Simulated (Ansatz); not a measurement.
The elements of this relaxed trial crystal are hidden behind letters.

```
lattice vectors (Å)
   3.0321    0.0000    0.0000
  -1.5160    2.6258    0.0000
   0.0000    0.0000    5.1374
fractional positions
X 0.0000 0.0000 0.5000
Z 0.0000 0.0000 0.0000
Z 0.3333 0.6667 0.1548
Z 0.3333 0.6667 0.8452
```

Theory: DFT PBE, scalar-relativistic, plane waves, PAW in Ansatz 0.2.0. Plane waves to 420 eV, an 18×18×10 mesh through Γ for the 4-atom cell and 0.10 eV Gaussian smearing; no spin polarisation.

```
Space group                                 : P-6m2 (No. 187)
Conventional cell                           : a = 3.032 Å, c = 5.137 Å
Volume per atom                             : 10.23 Å³
Density                                     : 8.56 g/cm³
Energy over the elements                    : −0.17 eV/atom
Gap on the 18×18×10 mesh of the 4-atom cell : 0 eV (a metal)
```

Energies are uncorrected and count from the elements' standard states at the same level.

Task: X is a d-block element of period 6 and Z is a p-block element of period 2. Which elements are they?

Result: X = Hf, Z = B, so the formula is HfB3. Density times volume gives a mean mass of 8.56 × 10.23/1.6605 = 52.7 u per atom, and this set has 52.7 u. Hf is surrounded by 8 B at 2.49–2.57 Å and 6 Hf at 3.03 Å; B on a site of symmetry -6m2 has 6 B at 1.92 Å and 2 Hf at 2.57 Å; B on a site of symmetry 3m has 1 B at 1.59 Å, 3 B at 1.92 Å and 3 Hf at 2.49 Å. Other sets within the hints have nearly the same mass, so mass alone doesn't settle it; this one was computed.

These runs have no spin–orbit coupling, which can matter for Hf. The cell is a metal run without spin; a magnetic state may lie lower. This cell was reached by moving the atoms of another relaxed cell at random and relaxing again, last within the group found; it had no such test of its own.
